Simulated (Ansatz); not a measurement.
# From three elastic constants to directional properties of Cs$_{3}$TeCl

These are results of DFT PBEsol, scalar-relativistic, plane waves, PAW (Ansatz), not measurements. Plane waves to 420 eV; Γ-centred k mesh 4×4×4; fixed occupations. No spin polarisation.

The cell is fixed (symmetry leaves no force on the atoms) and stands under 0.2 GPa:
```xyz
5
Lattice="6.2977 0.0000 0.0000 0.0000 6.2977 0.0000 0.0000 0.0000 6.2977" Properties=species:S:1:pos:R:3 pbc="T T T"
Te    0.0000    0.0000    0.0000
Cl    3.1488    3.1488    3.1488
Cs    3.1488    3.1488    0.0000
Cs    3.1488    0.0000    3.1488
Cs    0.0000    3.1488    3.1488
```

The cell is the ideal cubic antiperovskite prototype; whether it is the stable structure of this composition wasn't checked.

With ions relaxed, on the cubic axes: C11 = 36.3, C12 = 2.3, C44 = 1.6 GPa. The density is 3.735 g/cm³. Zone-centre modes weren't checked beside this run.

Problem. Is the crystal stable against strain, and how anisotropic is it?

Solution. Born's conditions hold: C11 + 2C12 = 40.9, C11 − C12 = 34.0 and C44 = 1.6 GPa are all positive. B = (C11 + 2C12)/3 = 13.6 GPa. The two shear moduli are C44 and C′ = (C11 − C12)/2 = 17.0 GPa, so Zener's ratio is A = C44/C′ = 0.09: the shear C44 is the soft one, as in NaCl, KCl, the halide perovskites and the bcc metals V, Nb, Cr and Mo. The Cauchy pressure C12 − C44 is 0.7 GPa; it would vanish for pair forces between atoms on inversion centres at zero pressure, and a positive value is usual with metallic or many-body binding, and where atoms off inversion centres relax under shear, which lowers C44.

Problem. Give the sound speeds along the three symmetry directions.

Solution. The Christoffel equation gives ρv² for each branch:
```tsv
direction	branch	ρv²	GPa	v (m/s)
[100]	L	C11	36.3	3118
[100]	T (×2)	C44	1.6	644
[110]	L	(C11 + C12 + 2C44)/2	20.9	2363
[110]	T, u ∥ [001]	C44	1.6	644
[110]	T, u ∥ [1-10]	(C11 − C12)/2	17.0	2134
[111]	L	(C11 + 2C12 + 4C44)/3	15.7	2050
[111]	T (×2)	(C11 − C12 + C44)/3	11.9	1782
```

Problem. How does Young's modulus depend on direction?

Solution. Inverting gives S11 = 27.748, S12 = -1.646, S44 = 645.161 TPa⁻¹. Along a unit vector (l, m, n), 1/E = S11 − 2(S11 − S12 − S44/2)(l²m² + m²n² + n²l²), where the last bracket is 0, 1/4 and 1/3 for [100], [110] and [111]: E = 36, 6 and 4 GPa. With A < 1 the cube edge is stiffest. For a film on (001), the biaxial modulus is C11 + C12 − 2C12²/C11 = 38 GPa and the normal strain is −2C12/C11 = -0.13 times the in-plane one.

Cost: 1 run of about 0.8 core-minutes, on Arm Neoverse V2 (shared hosts).